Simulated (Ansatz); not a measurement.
GeRh:
```cif
data_Ge4Rh4
_chemical_formula_sum 'Rh4 Ge4'
_space_group_name_H-M_alt 'Pnma'
_space_group_IT_number 62
_space_group_name_Hall '-P 2ac 2n'
_cell_length_a 5.65942
_cell_length_b 3.25819
_cell_length_c 6.43516
_cell_angle_alpha 90.000
_cell_angle_beta 90.000
_cell_angle_gamma 90.000
loop_
_atom_site_label
_atom_site_type_symbol
_atom_site_symmetry_multiplicity
_atom_site_Wyckoff_symbol
_atom_site_fract_x
_atom_site_fract_y
_atom_site_fract_z
_atom_site_occupancy
Rh1 Rh 4 c 0.00529 0.25000 0.79801 1
Ge1 Ge 4 c 0.19187 0.25000 0.43682 1
```

This is the PBEsol-relaxed structure.

**Question.** All from plane-wave PAW PBEsol (Ansatz code), unless another level is named. Give the highest zone-centre frequency.

**Answer.** 261 cm⁻¹.

**Question.** Next, the bulk modulus (Birch–Murnaghan fit)?

**Answer.** 166 GPa.

The workflow started from an entry of the Crystallography Open Database (COD). Whether it is the stable phase at ambient conditions was not checked. Symmetry was held in the PBEsol relaxation; whether a distortion lowers the energy is not shown. The run is not spin-polarised. As this level gives no gap, phonon frequencies hold no LO–TO term and depend on the k-mesh and smearing (Fermi–Dirac, 0.1 eV here).

Potentials: the later of the program's two PAW sets.
